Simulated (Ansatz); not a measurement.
A: BaTiO3 (cubic perovskite), a = 3.994 Å, b = 3.994 Å, c = 3.994 Å, α = 90.00°, β = 90.00°, γ = 90.00°
B: Cs (bcc, W type), a = b = c = 6.2752 Å, α = β = γ = 90.00°
C: MgS (rock salt), a = 5.203 Å, b = 5.203 Å, c = 5.203 Å, α = 90.00°, β = 90.00°, γ = 90.00°

Scan: energy against volume (even scaling of the relaxed cell, symmetry kept). All come from one method, each on a k mesh of its own. All were relaxed with their symmetry unable to fall. BaTiO3 is run without spin polarisation. The relaxed volume of Cs is well above the measured one; the method has no dispersion term. This is a high-temperature form of BaTiO3.

Order them by bulk modulus (fitted) (highest first) at the level r2SCAN (plane waves to 500 eV, PAW, scalar-relativistic; Ansatz, a first-principles code).

A (180 GPa), C (79.8 GPa), B (1.8 GPa)

(A scan under strain: stresses follow from slopes of the energy per volume, elastic moduli from its curvatures.)
